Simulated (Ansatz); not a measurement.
## Sn (beta-Sn type, space group I4_1/amd), scan of one atom of the cell

Sn (beta-Sn type, space group I4_1/amd)

```
CELL_PARAMETERS angstrom
     -2.91651     2.91651     1.57919
      2.91651    -2.91651     1.57919
      2.91651     2.91651    -1.57919
ATOMIC_POSITIONS crystal
  Sn 0.75000 0.25000 0.50000
  Sn 0.00000 0.00000 0.00000
```

In this cell atom 1 (Sn, nearest neighbour Sn at 3.022 Å; its periodic images, 3.2 Å or more away, move with it) is moved by s along Cartesian z, unit vector (0.000, 0.000, 1.000); all other atoms and the cell stay fixed.

These are PBEsol (plane waves to 420 eV, PAW, scalar-relativistic; Ansatz, a quantum-chemistry and plane-wave program) values and carry that method's errors. k mesh 13×13×13 (Γ-centred), Fermi-Dirac smearing 0.05 eV. The energy includes the smearing's −TS. With partly filled bands, energies and forces of such displacements shift with the k mesh and the smearing. F∥ is the force on the atom along that direction. Sn was relaxed with its symmetry unable to fall. ΔE is measured from the undisplaced structure.

```json
[
 {"s (Å)": "-0.600", "ΔE (eV/cell)": "0.0464", "F∥ (eV/Å)": "0.068"},
 {"s (Å)": "-0.480", "ΔE (eV/cell)": "0.0363", "F∥ (eV/Å)": "0.099"},
 {"s (Å)": "-0.360", "ΔE (eV/cell)": "0.0233", "F∥ (eV/Å)": "0.111"},
 {"s (Å)": "-0.240", "ΔE (eV/cell)": "0.0111", "F∥ (eV/Å)": "0.088"},
 {"s (Å)": "-0.120", "ΔE (eV/cell)": "0.0028", "F∥ (eV/Å)": "0.047"},
 {"s (Å)": "0.000", "ΔE (eV/cell)": "0.0000", "F∥ (eV/Å)": "0.000"},
 {"s (Å)": "0.120", "ΔE (eV/cell)": "0.0028", "F∥ (eV/Å)": "-0.047"},
 {"s (Å)": "0.240", "ΔE (eV/cell)": "0.0111", "F∥ (eV/Å)": "-0.088"},
 {"s (Å)": "0.360", "ΔE (eV/cell)": "0.0233", "F∥ (eV/Å)": "-0.111"},
 {"s (Å)": "0.480", "ΔE (eV/cell)": "0.0363", "F∥ (eV/Å)": "-0.099"},
 {"s (Å)": "0.600", "ΔE (eV/cell)": "0.0464", "F∥ (eV/Å)": "-0.068"}
]
```

What the scan shows:

* **Energy at s = 0.600 Å**: 46.4 meV/cell
* **Force along the line at s = -0.600 Å**: 0.068 eV/Å
* **Symmetry of the curve**: even: the same for both signs
* **Shape of the curve**: a single well with its minimum at or next to zero displacement
* **Force constant k = d²E/ds² at s = 0 (finite differences)**: 0.40 eV/Å²
* **Harmonic estimate at the end of the scan**: ½ks² = 71.8 meV/cell against the computed 46.4 meV/cell, so the well is softer than harmonic there
* **Zone-centre optical wavenumber from k**: 43 cm⁻¹

The 11 points together took around 2.6 core-minutes (rough).

(A displaced cell: forces are minus the slopes of the energy, force constants its curvatures, and phonons follow from these.)
